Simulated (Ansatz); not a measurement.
InPd (CsCl type, space group No. 221) at seven volumes, PBE in the plane-wave PAW code Ansatz, scaled uniformly. One row is withheld.

```json
[
 {"V (Å³/atom)": "16.431", "P (GPa)": "13.83"},
 {"V (Å³/atom)": "16.973", "P (GPa)": "8.26"},
 {"V (Å³/atom)": "17.515", "P (GPa)": "?"},
 {"V (Å³/atom)": "18.057", "P (GPa)": "0.00"},
 {"V (Å³/atom)": "18.598", "P (GPa)": "-2.95"},
 {"V (Å³/atom)": "19.140", "P (GPa)": "-5.36"},
 {"V (Å³/atom)": "19.682", "P (GPa)": "-7.32"}
]
```

**Question.** Fit the shown pressures and predict the withheld one.

**Answer.** P = (3/2)B₀(x^(7/2) − x^(5/2))[1 + (3/4)(B′ − 4)(x − 1)] with x = (V₀/V)^(2/3). Least squares on the six rows gives V₀ = 18.061 Å³/atom, B₀ = 110 GPa, B′ = 6.01. At V = 17.515, x = 1.0207 and P = 3.70 GPa. The run itself gave 3.69 GPa.

Space group Pm-3m (CsCl type). The PBE relaxation kept the symmetry of its start. The run is not spin-polarised.

Potentials: the later of the program's two PAW sets.
